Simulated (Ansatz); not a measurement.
Input:

Cs2KYBr6:
Space group Fm-3m (No. 225); a = b = c = 11.770 Å, α = β = γ = 90.00°

```csv
atom,site,symmetry,x,y,z
K,4b,m-3m,0.5000,0.5000,0.5000
Cs,8c,-43m,0.2500,0.2500,0.2500
Y,4a,m-3m,0.0000,0.0000,0.0000
Br,24e,4m.m,0.0000,0.0000,0.2361
```
(The calculation used a cell of 10 atoms; values per cell refer to that cell.)

This is the r²SCAN-relaxed structure.

**Question.** All from plane-wave PAW r²SCAN (Ansatz code), unless another level is named. Predict the electron effective mass, band 2 of 3 at the edge.

**Answer.** 0.88 along [100], 1.4 along [110], 1.2 along [111] (mₑ).

**Question.** What about the HSE06 gap on the r²SCAN cell?

**Answer.** 5.51 eV.

The first step of the workflow began from a Materials Project structure, measured or hypothetical; the Crystallography Open Database copy checked does not list it. Whether it is the stable phase at ambient conditions was not checked. Symmetry was held in the r²SCAN relaxation; its stability against distortions is not shown here. No spin polarisation was allowed. Spin–orbit coupling is left out wherever it is not named.

Potentials: the later of the program's two PAW sets.
